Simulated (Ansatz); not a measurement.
MgS (rock salt, Fm-3m) under volume change, the program Ansatz at the PBE level (PAW), scaled uniformly.

| V (Å³/atom) | E − E(relaxed) (meV/atom) | P (GPa) |
|---|---|---|
| 16.270 | 39.2 | 8.46 |
| 16.806 | 16.5 | 5.19 |
| 17.343 | 3.9 | 2.40 |
| 17.879 | 0.0 | 0.00 |
| 18.415 | 3.5 | -2.06 |
| 18.952 | 13.4 | -3.82 |
| 19.488 | 28.9 | -5.34 |

Q: What does a third-order Birch–Murnaghan fit give for V₀, B₀ and B′?

A: V₀ = 17.88 Å³/atom, B₀ = 73.9 GPa, B′ = 4.1.

The cell was relaxed with PBE under the symmetry of its start; phonons on a q-mesh show no instability.

Potentials: the later of the program's two PAW sets.
